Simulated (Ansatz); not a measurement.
The relaxed structure here is a generated cell of NbRu: the first start was made by placing the elements on the sites of a structure type, and the end was not matched to a known phase here, so it may be hypothetical.

One starting cell of NbRu (a generated cell, NbRu placed in the AFLOW prototype AB_cP8_198_a_a (B20, as in FeSi)) was relaxed twice with Ansatz (plane waves, PAW, scalar-relativistic): with PBEsol at 420 eV and with PBE at 420 eV. The PBEsol result:

```cif
data_Nb4Ru4
_chemical_formula_sum 'Nb4 Ru4'
_space_group_name_H-M_alt 'P213'
_space_group_IT_number 198
_space_group_name_Hall 'P 2ac 2ab 3'
_cell_length_a 5.02174
_cell_length_b 5.02174
_cell_length_c 5.02174
_cell_angle_alpha 90.000
_cell_angle_beta 90.000
_cell_angle_gamma 90.000
loop_
_atom_site_label
_atom_site_type_symbol
_atom_site_symmetry_multiplicity
_atom_site_Wyckoff_symbol
_atom_site_fract_x
_atom_site_fract_y
_atom_site_fract_z
_atom_site_occupancy
Nb1 Nb 4 a 0.15366 0.15366 0.15366 1
Ru1 Ru 4 a 0.85684 0.85684 0.85684 1
```

```json
[
 {"quantity": "space group", "PBEsol": "P2₁3", "PBE": "P2₁3"},
 {"quantity": "volume (Å³/atom)", "PBEsol": "15.83", "PBE": "?"},
 {"quantity": "a (Å)", "PBEsol": "5.022", "PBE": "?"},
 {"quantity": "gap (eV, no spin-orbit coupling)", "PBEsol": "0.00", "PBE": "?"}
]
```

### Question
Fill in the PBE column.

### Answer

- volume (Å³/atom), PBE: 16.37
- a (Å), PBE: 5.078
- gap (eV, no spin-orbit coupling), PBE: 0.00

Both levels end in the same structure; PBE's volume is 3.4 % larger. Neither column is exact.

No spin polarisation in the result.

The run could not lose the symmetry of its start, so the end can be a saddle point.

Ansatz is a program for electronic structure.
